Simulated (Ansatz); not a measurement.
Data:

CaTaS2:
```
CELL_PARAMETERS angstrom
      3.45197     0.00000     0.00000
     -1.72598     2.98949     0.00000
      0.00000     0.00000     6.91959
ATOMIC_POSITIONS crystal
  S  0.66667 0.33333 0.77448
  Ta 0.00000 0.00000 0.00000
  S  0.33333 0.66667 0.22552
  Ca 0.00000 0.00000 0.50000
```

This is the PBE+D3(BJ)-relaxed structure. x, y and z are the axes in which the lattice vectors are written.

Task: All from the program Ansatz at the PBE+D3(BJ) level (PAW), unless another level is named. Give the Hill bulk and shear moduli.

Result: 107 and 51.5 GPa.

Task: Predict the elastic constants (relaxed ions, GPa).

Result: C11 = 139, C12 = 70.0, C13 = 97.0, C14 = 3.1, C33 = 191, C44 = 93.3.

Task: And the highest zone-centre frequency?

Result: 40.9 meV.

Space group P-3m1. The cell is a constructed one: a structure type filled with these elements; neither database checked (COD, Materials Project) lists it. Whether it is the stable phase at ambient conditions was not checked. The PBE+D3(BJ) relaxation kept the symmetry of its start; of distortions, only those at the zone centre were tested. The run is not spin-polarised. With an odd number of electrons in the cell and no spin polarisation, the count alone makes it a metal. As this level gives no gap, shear constants depend on the k-mesh and smearing (Fermi–Dirac, 0.1 eV here). Scalar-relativistic: spin–orbit coupling is off unless named, which matters more the heavier the elements.

Potentials: the later of the program's two PAW sets.
